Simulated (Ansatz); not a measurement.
# Does relaxation matter for the field gradients of GaP with Sn replacing P?

Start: a supercell of GaP (zinc blende type, F-43m) built from a structure deposited in the COD, with all atoms left at the host's positions.

```xyz
54
Lattice="0.0000 8.1758 8.1758 8.1758 0.0000 8.1758 8.1758 8.1758 0.0000" Properties=species:S:1:pos:R:3 pbc="T T T"
Ga    0.0000    0.0000    0.0000
Ga    2.7252    2.7252    0.0000
Ga    5.4505    5.4505    0.0000
Ga    2.7252    0.0000    2.7252
Ga    5.4505    2.7252    2.7252
Ga    8.1758    5.4505    2.7252
Ga    5.4505    0.0000    5.4505
Ga    8.1758    2.7252    5.4505
Ga   10.9010    5.4505    5.4505
Ga    0.0000    2.7252    2.7252
Ga    2.7252    5.4505    2.7252
Ga    5.4505    8.1758    2.7252
Ga    2.7252    2.7252    5.4505
Ga    5.4505    5.4505    5.4505
Ga    8.1758    8.1758    5.4505
Ga    5.4505    2.7252    8.1758
Ga    8.1758    5.4505    8.1758
Ga   10.9010    8.1758    8.1758
Ga    0.0000    5.4505    5.4505
Ga    2.7252    8.1758    5.4505
Ga    5.4505   10.9010    5.4505
Ga    2.7252    5.4505    8.1758
Ga    5.4505    8.1758    8.1758
Ga    8.1758   10.9010    8.1758
Ga    5.4505    5.4505   10.9010
Ga    8.1758    8.1758   10.9010
Ga   10.9010   10.9010   10.9010
Sn    1.3626    1.3626    1.3626
P     4.0879    4.0879    1.3626
P     6.8131    6.8131    1.3626
P     4.0879    1.3626    4.0879
P     6.8131    4.0879    4.0879
P     9.5384    6.8131    4.0879
P     6.8131    1.3626    6.8131
P     9.5384    4.0879    6.8131
P    12.2636    6.8131    6.8131
P     1.3626    4.0879    4.0879
P     4.0879    6.8131    4.0879
P     6.8131    9.5384    4.0879
P     4.0879    4.0879    6.8131
P     6.8131    6.8131    6.8131
P     9.5384    9.5384    6.8131
P     6.8131    4.0879    9.5384
P     9.5384    6.8131    9.5384
P    12.2636    9.5384    9.5384
P     1.3626    6.8131    6.8131
P     4.0879    9.5384    6.8131
P     6.8131   12.2636    6.8131
P     4.0879    6.8131    9.5384
P     6.8131    9.5384    9.5384
P     9.5384   12.2636    9.5384
P     6.8131    6.8131   12.2636
P     9.5384    9.5384   12.2636
P    12.2636   12.2636   12.2636
```

Atom numbers follow the list; atoms alike are taken as one site, whose name carries the number of the first.

Method: Kohn–Sham DFT in Ansatz, PBE, plane waves and PAW, scalar-relativistic, 420 eV cutoff, Γ-centred 2×2×2 k-points, Fermi–Dirac smearing 0.01 eV, cell charge -1.

The largest force at the start is 1.9 eV/Å. Relaxing the ions at fixed cell moves them by 0.122 Å at most (atom 2, Ga) and 0.037 Å rms.

```csv
site,atom,moved (Å),first shell before,first shell after,V_zz before (10²¹ V/m²),η before
Ga1,1,0.122,"1 Sn at 2.36 Å, 3 P at 2.36 Å",3 P at 2.34 Å,-7.87,0.00
Ga3,3,0.013,4 P at 2.36 Å,4 P at 2.32–2.37 Å,0.80,0.24
Ga5,5,0.010,4 P at 2.36 Å,4 P at 2.36–2.37 Å,0.41,0.85
Ga18,18,0.008,4 P at 2.36 Å,4 P at 2.36 Å,-0.099,0.00
Sn,28,0.000,4 Ga at 2.36 Å,4 Ga at 2.48 Å,0.00,–
P29,29,0.032,4 Ga at 2.36 Å,4 Ga at 2.32–2.36 Å,-1.34,0.26
P32,32,0.004,4 Ga at 2.36 Å,4 Ga at 2.36–2.37 Å,0.25,0.00
P36,36,0.008,4 Ga at 2.36 Å,4 Ga at 2.36–2.37 Å,0.32,0.00
P42,42,0.001,4 Ga at 2.36 Å,4 Ga at 2.36 Å,0.12,0.45
```

(1) How do the gradients change?

Results:

(1) 

```json
{"site": "Ga1", "atom": "1", "V_zz after": "-5.80", "η after": "0.00", "change of V_zz": "+2.07"}
{"site": "Ga3", "atom": "3", "V_zz after": "1.92", "η after": "0.39", "change of V_zz": "+1.12"}
{"site": "Ga5", "atom": "5", "V_zz after": "-0.61", "η after": "0.29", "change of V_zz": "–"}
{"site": "Ga18", "atom": "18", "V_zz after": "-0.33", "η after": "0.00", "change of V_zz": "-0.23"}
{"site": "Sn", "atom": "28", "V_zz after": "0.00", "η after": "–", "change of V_zz": "0.00"}
{"site": "P29", "atom": "29", "V_zz after": "-1.75", "η after": "0.14", "change of V_zz": "-0.41"}
{"site": "P32", "atom": "32", "V_zz after": "0.16", "η after": "0.00", "change of V_zz": "-0.09"}
{"site": "P36", "atom": "36", "V_zz after": "0.28", "η after": "0.00", "change of V_zz": "-0.04"}
{"site": "P42", "atom": "42", "V_zz after": "-0.13", "η after": "0.91", "change of V_zz": "–"}
```

The largest change of V_zz along a kept axis is on Ga1, from -7.87 to -5.80. In per cent, |V_zz| changes by -26 to +140 on Ga, +31 on P (all sites that start above 0.5). Where |V_zz| stays above 0.1 and the axes keep their order, η moves most on Ga3, from 0.24 to 0.39. On Ga5, P42 the largest principal value lies along another axis in the second run, so the two V_zz can't be compared directly. Other sites without a gradient aren't listed.

The defect repeats with the cell of 54 atoms, so it feels its images: sites between two images don't show the values beside a lone defect, and zeros or small values of η there can come from the images' arrangement. A uniform background compensates the cell's charge.
Before: Without spin–orbit coupling (the program notes it for Sn) the gradients are little affected as a rule: paired runs on crystals with a gap mostly move them by under 2 % at such atoms. The neighbours have not yet relaxed around the defect (largest force 1.9 eV/Å), so a real crystal will differ.
After: The relaxation keeps the site symmetry -43m of the start, so the impurity can't leave its site; a start off the site could end lower.
